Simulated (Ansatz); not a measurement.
MoRu$_{3}$:
Space group Pm-3m (No. 221); a = b = c = 3.809 Å, α = β = γ = 90.00°

| atom | site | symmetry | x | y | z |
|---|---|---|---|---|---|
| Ru | 3c | 4/mm.m | 0.0000 | 0.5000 | 0.5000 |
| Mo | 1a | m-3m | 0.0000 | 0.0000 | 0.0000 |

Relaxed with PBEsol.

Task: Decompose the optical modes at the zone centre into irreducible representations, and say which are infrared and Raman allowed.

Result: Point group m-3m: Γ_opt = 2T1u + T2u. Infrared: T1u. Raman: none.

Task: Assign frequencies (DFPT, DFT-PBEsol in the program Ansatz with PAW potentials).

Result: T1u 130, T2u 154, T1u 176 cm⁻¹.

A made-up cell: these elements were put on the sites of a structure type; neither database checked (COD, Materials Project) lists it. Whether it is the stable phase at ambient conditions was not checked. The cell was relaxed with PBEsol under the symmetry of its start; whether a distortion lowers the energy is not shown. The run is not spin-polarised. As this level gives no gap, phonon frequencies hold no LO–TO term and depend on the k-mesh and smearing (Fermi–Dirac, 0.1 eV here).

Potentials: the earlier of the program's two PAW sets. The files were generated under PBE; for other functionals the program regenerates the frozen cores, and for LDA and PBEsol the local potential too.
